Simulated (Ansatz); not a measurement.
Relaxed-ion elastic tensor of SiO2 in space group I-43m (No. 217; Si on 12d, O on 24g) in GPa (Voigt order), r²SCAN (plane waves, PAW; program Ansatz); density 1.77 g/cm³, 18.76 Å³ per atom.

```
61.8  -1.3  -1.3   0.0   0.0   0.0
-1.3  61.8  -1.3   0.0   0.0   0.0
-1.3  -1.3  61.8   0.0   0.0   0.0
 0.0   0.0   0.0  20.0   0.0   0.0
 0.0   0.0   0.0   0.0  20.0   0.0
 0.0   0.0   0.0   0.0   0.0  20.0
```

Q: Is the crystal mechanically stable?

A: Yes: the smallest eigenvalue of C is 20.0 GPa.

Q: Work out the Voigt, Reuss and Hill averages.

A: K_V = 19.8, K_R = 19.8, K_H = 19.8; G_V = 24.6, G_R = 23.5, G_H = 24.0 GPa.

Q: Give Young's modulus, Poisson's ratio, Pugh's ratio and the universal anisotropy index.

A: E = 9KG/(3K + G) = 51.3 GPa; ν = 0.07; K/G = 0.82 (brittle by the Pugh limit of 1.75); A_U = 5G_V/G_R + K_V/K_R − 6 = 0.25.

Q: Estimate the sound speeds and the Debye temperature.

A: v_l = √((K + 4G/3)/ρ) = 5410 m/s, v_t = √(G/ρ) = 3680 m/s, mean 4010 m/s; Θ = (h/k)(3n/4πV)^(1/3) v_m = 450 K.

Q: Give the Zener ratio and Young's modulus along [100], [110] and [111].

A: A = 2C44/(C11 − C12) = 0.63; 1/E = S11 − 2(S11 − S12 − S44/2)Γ with Γ = 0, 1/4, 1/3 gives 61.8, 48.2, 44.9 GPa.

Q: Solve the Christoffel equation for the three sound speeds along [100], [110], [111].

A: Eigenvalues of C_ijkl n_j n_l equal ρv² (piezoelectric stiffening left out). In km/s, slowest first: [100] 3.36, 3.36, 5.91; [110] 3.36, 4.22, 5.33; [111] 3.95, 3.95, 5.12.

The workflow started from a Materials Project entry (that database holds measured and hypothetical structures alike); the Crystallography Open Database copy checked does not list it. It is not the phase usual at ambient conditions (space group No. 92, 152, 154). The cell was relaxed with r²SCAN under the symmetry of its start; its stability against distortions is not shown here.

Potentials: the earlier of the program's two PAW sets. The files were generated under PBE; for other functionals the program regenerates the frozen cores, and for LDA and PBEsol the local potential too.
